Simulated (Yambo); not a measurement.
G0W0@PBE for AlAs (zinc blende, space group F-43m, No. 216) in Yambo. Reference settings: 4×4×4 Γ-centred k mesh, bands 5 to 202 and a 15 Ry block in the screening, 202 bands in G with the Bruneval-Gonze terminator, plasmon pole fitted at 27.2 eV. The PBE gap Γ → X on this mesh is 1.45 eV; G0W0 gaps are taken between the same points.

Gap (Γ → X) in eV against the number of bands and the screening block, terminator on:

```
bands (W and G)   3 Ry   6 Ry   9 Ry  12 Ry  15 Ry
---------------  -----  -----  -----  -----  -----
41               1.755  1.845  1.888  1.891  1.893
68               1.767  1.879  1.946  1.953  1.958
105              1.776  1.900  1.988  1.999  2.008
154              1.785  1.915  2.018  2.032  2.045
202              1.790  1.923  2.033  2.049  2.066
```

Rough cost of the Yambo step against the reference (shared machines):

```csv
bands (W and G),3 Ry,6 Ry,9 Ry,12 Ry,15 Ry
41,1/10,1/10,1/8,1/7,1/5
68,1/6,1/6,1/6,1/6,1/6
105,1/7,1/7,1/8,1/5,1/3
154,1/6,1/6,1/5,1/3,1/3
202,1/3,1/3,1/3,1/3,1
```

At the largest block the last step in bands moves the gap by 0.021 eV; at the most bands the last step in the block moves it by 0.017 eV.

Spin-orbit splittings are left out.

Geometry relaxed with PBEsol; primitive cell a = 4.013 Å, b = 4.013 Å, c = 4.013 Å, α = 60.00°, β = 60.00°, γ = 60.00°.

The potentials are those of PseudoDojo's stringent table.
